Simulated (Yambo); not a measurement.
Yambo run on BP (zinc blende, space group F-43m, No. 216). The wavefunctions are norm-conserving PBEsol (Quantum ESPRESSO, 76 Ry, scalar-relativistic) ones on a 6×6×6 mesh (4 occupied bands); a = b = c = 3.1966 Å, α = β = γ = 60.00°.

Yambo input:

```
rim_cut
gw0
dyson
el_el_corr
HF_and_locXC
ppa
em1d
RandQpts= 1000000
RandGvec= 1 Ry
EXXRLvcs= 76 Ry
VXCRLvcs= 304 Ry
Chimod= "HARTREE"
% BndsRnXp
 1 | 84 |
%
NGsBlkXp= 11 Ry
% LongDrXp
 1.0 | 1.0 | 1.0 |
%
PPAPntXp= 27.2114 eV
% GbndRnge
 1 | 84 |
%
GTermKind= "BG"
DysSolver= "n"
ExtendOut
% QPkrange
 1 | 1 | 4 | 5 |
 13 | 13 | 5 | 5 |
%
```

k points by index: 1 = Γ, 13 = X.

Table of the .qp output:

```
#    K-point    Band    Eo [eV]    E [eV]    E-Eo [eV]    Vxc [eV]    Vnlxc [eV]    Sc|Eo [eV]    Sc|E [eV]    dSc/dw|Eo [eV]    Re(Z)    Im(Z)
#
    1    4    0.000000    -0.709802    -0.709802    -13.22170    -14.92064    0.807755    0.989134    -6.952880    0.796485    -0.001167
    1    5    3.377276    3.565853    0.188577    -12.03446    -7.343941    -4.454078    -4.501941    -6.903065    0.797648    -0.001198
    13    5    1.212635    1.343229    0.130594    -10.96193    -6.640576    -4.159811    -4.190762    -6.444745    0.808510    -0.001146
```
(The two width columns are left out.) Convergence of these settings isn't established.

Geometry relaxed with PBEsol.
